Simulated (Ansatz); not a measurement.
Ansatz (a program for electronic structure) input:

Ansatz 0.2 input:
```yaml
crystal:
  lattice:
    - [5.7551637439, 0.0, 0.0]
    - [-2.877581872, 4.9841180052, 0.0]
    - [0.0, 0.0, 6.8052253536]
  atoms:
    - { symbol: Si, position: [0.0, 0.455140987, 0.3333333333] }
    - { symbol: Si, position: [0.544859013, 0.544859013, 0.0] }
    - { symbol: Si, position: [0.455140987, 0.0, 0.6666666667] }
    - { symbol: S, position: [0.0577651202, 0.6877678516, 0.5929877098] }
    - { symbol: S, position: [0.3122321484, 0.3699972687, 0.2596543765] }
    - { symbol: S, position: [0.6300027313, 0.9422348798, 0.9263210432] }
    - { symbol: S, position: [0.6877678516, 0.0577651202, 0.4070122902] }
    - { symbol: S, position: [0.3699972687, 0.3122321484, 0.7403456235] }
    - { symbol: S, position: [0.9422348798, 0.6300027313, 0.0736789568] }
kpoints:
  mp_grid: { grid: [4, 4, 3] }
hamiltonian:
  xc: hse06
  pseudopotentials: { azcp: { folder: ./paw }, kind: paw }
scf:
  n_extra_bands: 9
  occupations: { method: fixed }
output:
  eigenvalues: true
  eigenstates:
    e_range: [-9.0, 12.3]
    kpoints:
      - [0.0, 0.458333, 0.041667]  # VBM
      - [0.0, 0.0, 0.192708]  # CBM
      - [0.0, 0.0, 0.0]  # GAMMA
      - [0.0, 0.0, 0.5]  # A
      - [0.3333333333, 0.3333333333, 0.0]  # K
      - [0.3333333333, 0.3333333333, 0.5]  # H
      - [0.5, 0.0, 0.0]  # M
      - [0.5, 0.0, 0.5]  # L
```

Output (shortened):

```
Pseudopotentials: kind: paw
Pseudopotential: Si, paw, valence charge 4
Pseudopotential: S, paw, valence charge 6
Functional definition: HSE06
davidson cushion auto → on  (no smearing: the cushion is to keep the highest requested band from converging to the state above it …
Crystal: 9 atoms, lattice volume = 195.204 Å³
Basis set: ecut = 420 eV, 3839 PW (Γ)
Bands: 33, of which v1, the nominal top of the filled ones, is band 24 counted from 1 (23 counted from 0)
Symmetry: 6 space group operations
Space group: P3221 (ITA 154), of the structure as read, at distance tolerance 5.8e-5 Å
k-points: 9 of 48 (time reversal used)
PAW frozen core: Si, regenerated for the run's functional, and the local potential with it
PAW frozen core: S, regenerated for the run's functional, and the local potential with it
Initial density: superposition of atomic densities (chi_scale 0.1, normalization cell, long waves kept (reshape's long-wave potential 0.01 eV rms))
Initial wavefunctions: pseudopotential atomic-orbital guess
Eigensolver: davidson
Functional: x = pbe(κ = 0.804, μ = 0.2195149727645171), c = pbe(β = 0.06672455060314922), warm-up for x = pbe(κ = 0.804, μ = 0.2195149727645171) + 0.25 (exact …
SCF iter   1: F=—  HF=-7325.085140 eV  |F-HF|=—  |Δ(HF+E_count)|=         —  Δρ=4.14e-2  dr2=3.01e0  ethr=1.00e-1  ⟨swp⟩=5.0  Hψ=1074  notcnv=0
preconditioner: auto → none
SCF iter   2: F=—  HF=-7324.413096 eV  |F-HF|=—  |Δ(HF+E_count)|=   6.72e-1  Δρ=1.76e-2  dr2=3.53e-1  ethr=6.27e-3  ⟨swp⟩=3.8  Hψ=725  notcnv=0  defer=1
SCF iter   3: F=—  HF=-7324.401298 eV  |F-HF|=—  |Δ(HF+E_count)|=   1.18e-2  Δρ=5.37e-3  dr2=4.72e-2  ethr=7.36e-4  ⟨swp⟩=3.4  Hψ=786  notcnv=0  defer=1
iter 4 solved again at ethr=9.54e-6 eV; its pass at ethr=9.82e-5 eV (dr2=4.58e-3 eV) is discarded
SCF iter   4: F=—  HF=-7324.398018 eV  |F-HF|=—  |Δ(HF+E_count)|=   3.28e-3  Δρ=1.46e-3  dr2=4.53e-3  ethr=9.54e-6  ⟨swp⟩=2.8  Hψ=1553  notcnv=0  defer=1
SCF iter   5: F=-7324.397003 eV  HF=-7324.397082 eV  |F-HF|=7.96e-5  |Δ(HF+E_count)|=   9.35e-4  Δρ=2.44e-4  dr2=1.44e-4  ethr=9.45e-6  ⟨swp⟩=3.2  Hψ=811  notcnv=0  defer=1
SCF 1 stopped early in 5 iterations: F = -7324.397003 eV  dr2 = 1.44e-4
Crystal: 9 atoms, lattice volume = 195.204 Å³
Initial density: handed on by an earlier stage of this run
Initial wavefunctions: those handed on with the density
Functional: x = pbe(κ = 0.804, μ = 0.2195149727645171) + 0.25 (exact − pbe) at short range (hse, ω = 0.20786987370883472 Å⁻¹), c = pbe(β = 0.06672455060314922); HSE06 as pw.x's `hse` composes it (authors' and Libxc's form: `xc: wpbeh`)
Exchange kernel: α = 0.2500, screened, ω = 0.2079 Å⁻¹, Wigner–Seitz truncation, v(0) = 1046.2323 eV·Å³, q-mesh 4×4×3, nearest image of the exchange supercell L …
Frozen-core exchange: fock
SCF iter   1: F=—  HF=-7329.264516 eV  |F-HF|=—  |Δ(HF+E_count)|=         —  Δρ=4.28e-3  dr2=5.36e-2  ethr=3.00e-6  ⟨swp⟩=8.2  Hψ=1709  notcnv=0
preconditioner: auto → none
SCF iter   2: F=—  HF=-7329.244919 eV  |F-HF|=—  |Δ(HF+E_count)|=   1.96e-2  Δρ=1.22e-3  dr2=4.06e-3  ethr=3.00e-6  ⟨swp⟩=5.0  Hψ=1275  notcnv=0
SCF iter   3: F=—  HF=-7329.260367 eV  |F-HF|=—  |Δ(HF+E_count)|=   1.54e-2  Δρ=5.75e-4  dr2=7.02e-4  ethr=3.00e-6  ⟨swp⟩=4.0  Hψ=1024  notcnv=0
SCF iter   4: F=—  HF=-7329.260122 eV  |F-HF|=—  |Δ(HF+E_count)|=   2.45e-4  Δρ=1.05e-4  dr2=6.75e-5  ethr=1.34e-6  ⟨swp⟩=3.0  Hψ=742  notcnv=0
SCF iter   5: F=—  HF=-7329.260555 eV  |F-HF|=—  |Δ(HF+E_count)|=   4.33e-4  Δρ=1.24e-4  dr2=3.16e-5  ethr=2.75e-8  ⟨swp⟩=5.1  Hψ=1243  notcnv=0  defer=2
SCF iter   6: F=-7329.260545 eV  HF=-7329.260545 eV  |F-HF|=9.79e-8  |Δ(HF+E_count)|=   1.04e-5  Δρ=1.87e-5  dr2=2.00e-6  ethr=2.75e-8  ⟨swp⟩=3.6  Hψ=893  notcnv=0  defer=1
SCF 2 stopped early in 6 iterations: F = -7329.260545 eV  dr2 = 2.00e-6
hybrid outer 1: dexx = +1.907e-2 eV, tail = 1.13e-5 eV
Crystal: 9 atoms, lattice volume = 195.204 Å³
Exchange kernel: α = 0.2500, screened, ω = 0.2079 Å⁻¹, Wigner–Seitz truncation, v(0) = 1046.2323 eV·Å³, q-mesh 4×4×3, nearest image of the exchange supercell L …
Frozen-core exchange: fock
SCF iter   1: F=—  HF=-7329.260452 eV  |F-HF|=—  |Δ(HF+E_count)|=         —  Δρ=1.86e-5  dr2=5.57e-7  ethr=1.18e-7  ⟨swp⟩=4.0  Hψ=699  notcnv=0
preconditioner: auto → none
iter 2 solved again at ethr=5.63e-11 eV; its pass at ethr=8.86e-10 eV (dr2=2.70e-8 eV) is discarded
SCF iter   2: F=-7329.260452 eV  HF=-7329.260452 eV  |F-HF|=5.11e-9  |Δ(HF+E_count)|=   7.85e-8  Δρ=6.26e-6  dr2=5.32e-8  ethr=5.63e-11  ⟨swp⟩=2.4  Hψ=1729  notcnv=0
SCF 3 converged in 2 iterations: F = -7329.260452 eV  dr2 = 5.32e-8
hybrid outer 2: dexx = +2.025e-7 eV, tail = 1.16e-7 eV, Δε = 6.06e-4 eV (about 7.42e-5 eV left of the loop's levels)
the search or the solves at the SCF's close seem to have found levels that the self-consistency loop had missed (the run counts 1) …
NSCF: frozen V_eff on 8 k-points
hybrid SCF converged: 2 outer / 8 inner (+5 warm-up), last move |dexx| = 2.02e-7 eV, tail = 1.16e-7 eV
Stability not checked (fock_operator)
Free energy (F): -7329.260452 eV
Frozen-core exchange: fock
Harris-Foulkes:  -7329.260452 eV  (|F-HF|=5.11e-9)
Internal energy: -7329.260452 eV  (E = F + TS)
E sigma→0 (E₀):  -7329.260452 eV
Fermi energy:    3.389009 eV
--- Per-component energies (eV) ---
  E_band       = -120.312065
  E_kinetic    = 762.110891
  E_local      = -1005.387947  (includes V_loc(G=0)·N_el)
  E_nonlocal   = 268.274991
  E_hartree    = 305.797810
  E_xc         = -568.284924
  E_vxc        = -517.316517  (∫ρ·V_xc dr)
  E_exx        = -85.454407  (= α·E_x^exact, valence–valence)
  E_paw        = -5239.251599  (= ΣΔE_a)
  E_vpaw       = -68.681294  (= ΣTr[D̂ρ^β])
  E_aug_tail   = 0.000105  (compensation charges beyond the density's cutoff)
  E_ewald      = -1766.327931
  E_core_change = -0.737440  (= ΣΔE_core)
  E_smearing   =  0.000000  (= −TS)
  E_closure    =  0.000000  (closes the sum)
  Σ components = -7329.260452   (vs F -7329.260452, Δ=-9.09e-13)
  [band-id]    e_kinetic+e_local+e_nonlocal+2·e_hartree+e_vxc+2·e_exx+e_vpaw+e_augmentation_tail = -120.312965   (vs E_band -120.312065, Δ=-9.00e-4)
--- Band table (eV; the first three rows and the last of 9) ---
  k-point 0: bands = ["-12.3607", "-10.6092", "-10.6092", "-9.7713", "-9.7713", "-9.2429", "-5.1272", "-5.1272", "-2.0930", "-1.9923", "-1.5602", "-1.5602", "-0.4190", "0.2150", "0.2150", "0.8252", "1.0997", "1.2413", "1.2413", "2.7801", "2.7801", "2.8919", "3.2624", "3.2624", "7.2331", "7.2331", "8.0329", "9.0621", "9.0621", "10.5351", "10.6411", "10.9180", "10.9180"]
  k-point 1: bands = ["-12.1269", "-11.4792", "-9.9168", "-9.7454", "-9.6432", "-9.3854", "-6.1177", "-3.6991", "-2.5424", "-1.8308", "-1.6369", "-1.4166", "-0.3739", "-0.1360", "0.4275", "0.9709", "1.2905", "1.2911", "1.5047", "2.1370", "2.4812", "2.7735", "2.7785", "3.1340", "7.1537", "7.6920", "8.5770", "9.1677", "9.2023", "9.2622", "9.7906", "11.2048", "11.6624"]
  k-point 2: bands = ["-12.1410", "-10.7905", "-10.5867", "-9.8552", "-9.8074", "-9.4297", "-5.2396", "-4.7671", "-2.4177", "-1.9350", "-1.8028", "-1.2147", "-0.1753", "0.2200", "0.4372", "0.7724", "1.0924", "1.5845", "1.9562", "2.1338", "2.6597", "2.9477", "3.1585", "3.2868", "7.4278", "7.4692", "7.9327", "8.7841", "8.8389", "9.5279", "10.1603", "10.2193", "10.5521"]
  k-point 8: bands = ["-11.6347", "-11.1940", "-10.6321", "-9.9446", "-9.8438", "-9.7345", "-5.1108", "-4.0450", "-3.2155", "-1.7263", "-1.2854", "-0.9951", "-0.1585", "0.2054", "0.5525", "0.8164", "1.0459", "1.5649", "1.8256", "2.3169", "2.3949", "2.5563", "2.9499", "3.1274", "7.4915", "7.7131", "8.0803", "8.5480", "8.7654", "9.6518", "10.0721", "10.3388", "10.6998"]
  band table: 33 of 33 bands, residual norms ≤ 1.0e-3 eV
```

Cost: around 5 core-minutes (rough) on shared cores.

The points marked VBM and CBM come from a semilocal run.

Space group P3_221. The start of the workflow was typed in or built on a structure type; neither database checked (COD, Materials Project) lists it. COD files the formula under space group No. 72, 122. Whether it is the stable phase at ambient conditions was not checked. The r²SCAN relaxation kept the symmetry of its start; whether a distortion lowers the energy is not shown. The volume moved by -22 % from the start of the relaxation.

Potentials: the earlier of the program's two PAW sets. The files were generated under PBE; for other functionals the program regenerates the frozen cores, and for LDA and PBEsol the local potential too.

Ansatz is a plane-wave DFT program.
